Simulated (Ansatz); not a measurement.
Relaxed-ion elastic tensor of MoRh in space group P-6m2 (No. 187; Mo on 1b, Rh on 1c) in GPa (Voigt order), the program Ansatz at the r²SCAN level (PAW); density 11.36 g/cm³, 14.54 Å³ per atom.

```tsv
	1	2	3	4	5	6
1	397	249	179	0.0	0.0	0.0
2	249	397	179	0.0	0.0	0.0
3	179	179	515	0.0	0.0	0.0
4	0.0	0.0	0.0	131	0.0	0.0
5	0.0	0.0	0.0	0.0	131	0.0
6	0.0	0.0	0.0	0.0	0.0	74.3
```

Task: Is the crystal mechanically stable?

Result: Yes: the smallest eigenvalue of C is 74.3 GPa.

Task: Work out the Voigt, Reuss and Hill averages.

Result: K_V = 280, K_R = 280, K_H = 280; G_V = 114, G_R = 103, G_H = 109 GPa.

Task: Give Young's modulus, Poisson's ratio, Pugh's ratio and the universal anisotropy index.

Result: E = 9KG/(3K + G) = 289 GPa; ν = 0.33; K/G = 2.58 (ductile by the Pugh limit of 1.75); A_U = 5G_V/G_R + K_V/K_R − 6 = 0.53.

Task: Estimate the sound speeds and the Debye temperature.

Result: v_l = √((K + 4G/3)/ρ) = 6120 m/s, v_t = √(G/ρ) = 3090 m/s, mean 3470 m/s; Θ = (h/k)(3n/4πV)^(1/3) v_m = 423 K.

Task: Solve the Christoffel equation for the three sound speeds along x, y, z.

Result: Eigenvalues of C_ijkl n_j n_l equal ρv². In km/s, slowest first: x 2.56, 3.40, 5.91; y 2.56, 3.40, 5.91; z 3.40, 3.40, 6.74.

Task: How much does each axis shrink under pressure?

Result: Linear compressibilities β_i = Σ_j S_ij (j = 1 to 3): x 1.3, y 1.3, z 1.1 per TPa.

The first step of the workflow began from a Materials Project structure, measured or hypothetical; the Crystallography Open Database copy checked does not list it. With Mo and Rh taken as one species the cell has the higher symmetry P6_3/mmc, so it may be an ordered model of a mixed-site phase. Whether it is the stable phase at ambient conditions was not checked. Symmetry was held in the r²SCAN relaxation; whether a distortion lowers the energy is not shown. The run is not spin-polarised. As this level gives no gap, shear constants depend on the k-mesh and smearing (Fermi–Dirac, 0.1 eV here).

Potentials: the later of the program's two PAW sets.
